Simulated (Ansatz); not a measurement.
A geometry of Sr2H5Rh away from equilibrium: step 2 of the relaxation of a relaxed Sr2H5Rh cell shaken by Gaussian noise of σ = 0.08 Å a coordinate. Calculation: r2SCAN (plane waves to 500 eV, PAW, scalar-relativistic; Ansatz, a first-principles code). Γ-centred k-mesh 5×5×6 on the run's cell (coarser than for final values), Fermi–Dirac smearing 0.05 eV.

```
CELL_PARAMETERS angstrom
     -2.65982     2.67530     3.85802
      2.68643    -2.67136     3.87362
      2.63617     2.64771    -3.85531
ATOMIC_POSITIONS crystal
  Sr 0.77688 0.26032 0.51642
  Sr 0.24449 0.75332 0.50931
  H  0.78480 0.23177 0.02945
  H  0.21824 0.20763 0.43697
  H  0.21607 0.78246 0.00711
  H  0.78462 0.77819 0.56662
  H  0.25148 0.25052 0.01771
  Rh 0.00330 0.00690 0.99667
```

What forces act on the atoms (eV/Å)?


| atom | Fx | Fy | Fz |
|---|---|---|---|
| Sr1 | 0.14 | -0.34 | -0.41 |
| Sr2 | -0.20 | 0.19 | 0.32 |
| H3 | -0.25 | -0.18 | 0.02 |
| H4 | 0.29 | 0.23 | -0.03 |
| H5 | -0.19 | 0.06 | -0.02 |
| H6 | -0.42 | -0.62 | -0.08 |
| H7 | -0.04 | -0.06 | -0.07 |
| Rh8 | 0.67 | 0.74 | 0.27 |

What is the pressure?

+1.2 GPa, compression positive.

No spin polarisation in the result.

The cell that was disturbed is our relaxation of an entry of Materials Project.
